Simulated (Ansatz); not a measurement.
# TiW2N3: relaxed-ion elastic tensor

These are results of DFT PBE, scalar-relativistic, plane waves, PAW (Ansatz), not measurements. Settings: 420 eV plane-wave cutoff, Γ-centred 12×12×12 mesh, Fermi-Dirac smearing of 0.15 eV. No spin polarisation.

The cell, relaxed at this level:
```xyz
6
Lattice="2.4839 1.4341 2.8153 -2.4839 1.4341 2.8153 0.0000 -2.8682 2.8153" Properties=species:S:1:pos:R:3 pbc="T T T"
Ti    0.0000    0.0000    4.2230
W     0.0000    0.0000    1.4255
W     0.0000    0.0000    7.0204
N     1.6540   -0.0033    2.8153
N    -0.8299   -1.4308    2.8153
N    -0.8241    1.4341    2.8153
```

The cell was found from a structure generator's guess, not taken from experiment. In a metal, frequencies and elastic constants depend on the k mesh and the smearing, soft modes and shear constants most. Spin–orbit coupling is left out, which matters for heavy elements.

Task: Give the relaxed-ion elastic constants (GPa, Voigt order xx yy zz yz xz xy, on the Cartesian axes of the cell above).

Result:
C11 = 647.0, C12 = 179.4, C13 = 178.6, C14 = 1.2, C22 = 647.0, C23 = 178.6, C24 = -1.2, C33 = 792.7, C44 = 204.3, C55 = 204.3, C56 = 1.2, C66 = 233.8 GPa; the others vanish.

Task: Is the crystal stable against homogeneous strain?

Result: Yes: the least eigenvalue of the tensor is 204.3 GPa.

Task: And the moduli of a polycrystal (Hill averages)?

Result: B = 350 GPa, G = 230 GPa, E = 566 GPa, ν = 0.23.
